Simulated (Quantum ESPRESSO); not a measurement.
## Hf7Pd (input and log of a self-consistent run)

Computed values, not a measurement. The program is pw.x of Quantum ESPRESSO 7.5 (plane-wave density functional theory). The cell is made up: eight metal atoms on a hexagonal close-packed lattice, with elements, volume, strain and displacements drawn at random and not relaxed, so it may be unstable or far from any real phase. PseudoDojo standard norm-conserving files set the functional (PBE unless stated); there is no spin polarisation or spin-orbit coupling, the Fermi-Dirac width of 0.25 eV means electrons at about 2900 K, and the masses in the input are unused placeholders. Heavy elements are run without spin-orbit coupling, which real alloys of them have. A spin test at this wide smearing found no moment, but such smearing suppresses magnetism that the real alloy may have.

Input:

```
&control calculation='scf', pseudo_dir='./dojo.nc.sr.pbe.v0_5.standard.upf', outdir='./o', disk_io='minimal', tprnfor=.true., tstress=.true. /
&system ibrav=0, nat=8, ntyp=2, nbnd=69, ecutwfc=82.02448710, nosym=.true., tot_charge=0,
 occupations='smearing', smearing='fd', degauss=0.0183746611
/
&electrons conv_thr=1.470e-08, electron_maxstep=70, mixing_beta=0.5 /
ATOMIC_SPECIES
Hf 1.0 Hf.upf
Pd 1.0 Pd.upf
CELL_PARAMETERS angstrom
3.0378 0.0151 0.0173
1.4789 -2.6655 -4.7864
1.5311 7.9373 -4.7367
ATOMIC_POSITIONS angstrom
Hf -0.046 0.0062 0.0949
Hf 1.4118 2.6191 -4.7086
Hf 1.4354 -0.9325 -2.4132
Hf 2.9908 1.7218 -7.0984
Hf 3.1681 5.1505 -4.763
Hf 2.9393 0.0191 -4.7492
Hf 3.08 1.7684 -2.408
Pd 4.4946 4.4338 -7.1221
K_POINTS automatic
8 4 3 1 1 1
```

The log is shortened where brackets say so; the opening notice, blank lines, dates and the lines on written files are dropped, and the path of the files is cut. It prints rydbergs, bohrs and kilobars, and counts compression as positive stress. Its total energy is the free energy E - TS of the whole cell.

```
     Program PWSCF v.7.5
     Parallel version (MPI & OpenMP), running on       4 processor cores
     Number of MPI processes:                 4
     Threads/MPI process:                     1
     [start-up lines left out]
     bravais-lattice index     =            0
     lattice parameter (alat)  =       5.7408  a.u.
     unit-cell volume          =    1039.4622 (a.u.)^3
     number of atoms/cell      =            8
     number of atomic types    =            2
     number of electrons       =       102.00
     number of Kohn-Sham states=           69
     kinetic-energy cutoff     =      82.0245  Ry
     charge density cutoff     =     328.0979  Ry
     scf convergence threshold =      1.5E-08
     mixing beta               =       0.5000
     number of iterations used =            8  plain     mixing
     Exchange-correlation= PBE
                           (   1   4   3   4   0   0   0)
     [axes and pseudopotential details left out]
   Cartesian axes
     site n.     atom                  positions (alat units)
         1        Hf     tau(   1) = (  -0.0151421   0.0020409   0.0312388  )
         2        Hf     tau(   2) = (   0.4647309   0.8621454  -1.5499590  )
         3        Hf     tau(   3) = (   0.4724995  -0.3069568  -0.7943680  )
         4        Hf     tau(   4) = (   0.9845002   0.5667756  -2.3366243  )
         5        Hf     tau(   5) = (   1.0428631   1.6954220  -1.5678662  )
         6        Hf     tau(   6) = (   0.9675476   0.0062873  -1.5633236  )
         7        Hf     tau(   7) = (   1.0138627   0.5821152  -0.7926563  )
         8        Pd     tau(   8) = (   1.4795153   1.4595014  -2.3444257  )
     number of k points=    48  Fermi-Dirac smearing, width (Ry)=  0.0184
                       cart. coord. in units 2pi/alat
        k(    1) = (   0.0628216   0.0119410  -0.0665757), wk =   0.0416667
        k(    2) = (   0.0631656  -0.1795727   0.0401828), wk =   0.0416667
     [further k points left out]
     Dense  grid:   104301 G-vectors     FFT dimensions: (  36,  64, 108)
     Estimated max dynamical RAM per process >     353.29 MB
     Estimated total dynamical RAM >       1.31 GB
     Initial potential from superposition of free atoms
     starting charge     101.9869, renormalised to     102.0000
     Starting wfcs are   79 randomized atomic wfcs
     total cpu time spent up to now is        8.1 secs
     per-process dynamical memory:   283.9 Mb
     Self-consistent Calculation
     iteration #  1     ecut=    82.02 Ry     beta= 0.50
     Davidson diagonalization with overlap
     ethr =  1.00E-02,  avg # of iterations =  2.7
     total cpu time spent up to now is       24.5 secs
     total energy              =   -1043.95407763 Ry
     estimated scf accuracy    <      24.44162375 Ry
     iteration #  2     ecut=    82.02 Ry     beta= 0.50
     Davidson diagonalization with overlap
     ethr =  1.00E-02,  avg # of iterations =  5.2
     total cpu time spent up to now is       49.3 secs
     total energy              =   -1048.59228698 Ry
     estimated scf accuracy    <     219.04779352 Ry
     iteration #  3     ecut=    82.02 Ry     beta= 0.50
     Davidson diagonalization with overlap
     ethr =  1.00E-02,  avg # of iterations =  5.8
     total cpu time spent up to now is       72.9 secs
     total energy              =   -1060.80150012 Ry
     estimated scf accuracy    <      12.70009205 Ry
     iteration #  4     ecut=    82.02 Ry     beta= 0.50
     Davidson diagonalization with overlap
     ethr =  1.00E-02,  avg # of iterations =  2.0
     total cpu time spent up to now is       88.1 secs
     total energy              =   -1061.34415058 Ry
     estimated scf accuracy    <      11.82031686 Ry
     iteration #  5     ecut=    82.02 Ry     beta= 0.50
     Davidson diagonalization with overlap
     ethr =  1.00E-02,  avg # of iterations =  1.0
     total cpu time spent up to now is      101.3 secs
     total energy              =   -1061.18370049 Ry
     estimated scf accuracy    <       7.18206579 Ry
     [iterations 6 to 16 left out]
     iteration # 17     ecut=    82.02 Ry     beta= 0.50
     Davidson diagonalization with overlap
     ethr =  1.13E-08,  avg # of iterations =  1.1
     total cpu time spent up to now is      302.0 secs
     total energy              =   -1060.79413656 Ry
     estimated scf accuracy    <       0.00000032 Ry
     iteration # 18     ecut=    82.02 Ry     beta= 0.50
     Davidson diagonalization with overlap
     ethr =  3.13E-10,  avg # of iterations =  4.9
     total cpu time spent up to now is      322.7 secs
     total energy              =   -1060.79413662 Ry
     estimated scf accuracy    <       0.00000022 Ry
     iteration # 19     ecut=    82.02 Ry     beta= 0.50
     Davidson diagonalization with overlap
     ethr =  2.17E-10,  avg # of iterations =  2.0
     total cpu time spent up to now is      337.8 secs
     total energy              =   -1060.79413664 Ry
     estimated scf accuracy    <       0.00000006 Ry
     iteration # 20     ecut=    82.02 Ry     beta= 0.50
     Davidson diagonalization with overlap
     ethr =  6.03E-11,  avg # of iterations =  2.1
     total cpu time spent up to now is      353.6 secs
     total energy              =   -1060.79413664 Ry
     estimated scf accuracy    <       0.00000005 Ry
     iteration # 21     ecut=    82.02 Ry     beta= 0.50
     Davidson diagonalization with overlap
     ethr =  5.13E-11,  avg # of iterations =  1.1
     total cpu time spent up to now is      368.3 secs
     End of self-consistent calculation
     [lines on levels left out]
!    total energy              =   -1060.79413664 Ry
     estimated scf accuracy    <          8.7E-09 Ry
     smearing contrib. (-TS)   =      -0.12049106 Ry
     internal energy E=F+TS    =   -1060.67364558 Ry
     The total energy is F=E-TS. E is the sum of the following terms:
     one-electron contribution =    -241.62461202 Ry
     hartree contribution      =     167.06095375 Ry
     xc contribution           =    -242.76434163 Ry
     ewald contribution        =    -743.34564569 Ry
     convergence has been achieved in  21 iterations
     Forces acting on atoms (cartesian axes, Ry/au):
     atom    1 type  1   force =     0.00003662   -0.03851955   -0.00984249
     atom    2 type  1   force =     0.02453511    0.00559683   -0.01980571
     atom    3 type  1   force =     0.00415556   -0.00165569    0.04945930
     atom    4 type  1   force =     0.01462363    0.04875935   -0.02310070
     atom    5 type  1   force =    -0.03291181    0.03676889   -0.02590562
     atom    6 type  1   force =    -0.00099653   -0.01599787   -0.01184286
     atom    7 type  1   force =    -0.01695753   -0.01544808    0.04223845
     atom    8 type  2   force =     0.00751495   -0.01950388   -0.00120037
     Total force =     0.120206     Total SCF correction =     0.000545
     Computing stress (Cartesian axis) and pressure
          total   stress  (Ry/bohr**3)                   (kbar)     P=      162.22
   0.00109093  -0.00005508  -0.00000014          160.48       -8.10       -0.02
  -0.00005508   0.00093565  -0.00001754           -8.10      137.64       -2.58
  -0.00000014  -0.00001754   0.00128169           -0.02       -2.58      188.54
     init_run     :      7.48s CPU      7.92s WALL (       1 calls)
     electrons    :    350.50s CPU    360.30s WALL (       1 calls)
     forces       :      3.34s CPU      3.39s WALL (       1 calls)
     stress       :     10.86s CPU     11.22s WALL (       1 calls)
     [timing details left out]
     PWSCF        :   6m12.31s CPU   6m23.07s WALL
     JOB DONE.
```

In other units: free energy -14432.839 eV for the cell, pressure 16.22 GPa, largest force component 1.272 eV/Å in size. The run took 385 s of wall time with four MPI processes on a shared machine (AMD EPYC, older, virtual cores), so the time is rough. A rerun of this cell at a higher cutoff and on a denser mesh moved values by no more than 0.003 eV in energy, 0.03 GPa in stress and 0.006 eV/Å in force, and a second program with other atomic files agreed on that cell to 2 % rms in force and 0.5 GPa in pressure.